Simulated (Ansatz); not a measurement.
Data:

La:
```
La
1.0
    0.00000     3.28098     3.28098
    3.28098     0.00000     3.28098
    3.28098     3.28098     0.00000
La
2
Cartesian
  0.00000   0.00000   0.00000
  1.64049   1.64049   1.64049
```

This is the PBEsol-relaxed structure.

Task: All from PBEsol in the plane-wave PAW code Ansatz, unless another level is named. Estimate the highest zone-centre frequency.

Result: 188 cm^-1.

Task: Predict the bulk modulus (Birch–Murnaghan fit).

Result: 54.3 GPa.

Space group Fd-3m (diamond). The start of the workflow was typed in or built on a structure type; neither database checked (COD, Materials Project) lists it. It is not the phase usual at ambient conditions (space group No. 194). Symmetry was held in the PBEsol relaxation. At this level the phase is mechanically unstable. The volume moved by -40 % from the start of the relaxation. As this level gives no gap, phonon frequencies hold no LO–TO term and depend on the k-mesh and smearing (Fermi–Dirac, 0.1 eV here). Scalar-relativistic: spin–orbit coupling is off unless named, which matters more the heavier the elements.

Potentials: the later of the program's two PAW sets.
